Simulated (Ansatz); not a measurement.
**FePt₄ (P6_3/mmc) at 2 levels of theory**

One geometry, relaxed with PBE; plane waves with PAW potentials in Ansatz, scalar-relativistic. Collinear spin, ending at 0.0 μB a primitive cell. Gaps are the least over mesh and band path; pressure is positive in compression.

```yaml
crystal:
  lattice:
    - [2.75145, 0.00000, 0.00000]
    - [-1.37573, 2.38283, 0.00000]
    - [0.00000, 0.00000, 23.05253]
  atoms:
    - { symbol: Fe, position: [0.00000, 0.00000, 0.00000] }
    - { symbol: Fe, position: [0.33333, 0.66667, 0.50000] }
    - { symbol: Pt, position: [0.00000, 0.00000, 0.80231] }
    - { symbol: Pt, position: [0.00000, 0.00000, 0.19769] }
    - { symbol: Pt, position: [0.33333, 0.66667, 0.30231] }
    - { symbol: Pt, position: [0.33333, 0.66667, 0.69769] }
    - { symbol: Pt, position: [0.33333, 0.66667, 0.90829] }
    - { symbol: Pt, position: [0.33333, 0.66667, 0.09171] }
    - { symbol: Pt, position: [0.00000, 0.00000, 0.40829] }
    - { symbol: Pt, position: [0.00000, 0.00000, 0.59171] }
```

```json
{"level": "PBE", "cutoff (eV)": "420", "k mesh": "18×18×2", "gap (eV)": "0", "pressure (GPa)": "0.0", "largest moment (μB)": "3.01"}
```

Problem. What comes out on the same cell with r2SCAN?

Solution.
```
 level  cutoff (eV)   k mesh  gap (eV)  pressure (GPa)  largest moment (μB)
r2SCAN          500  18×18×2         0            -4.3                 3.28
```

The state reached may not be the lowest one. Spin-orbit coupling matters for the bands of heavy elements and is left out.

The cell was found from a structure generator's guess, not taken from experiment.
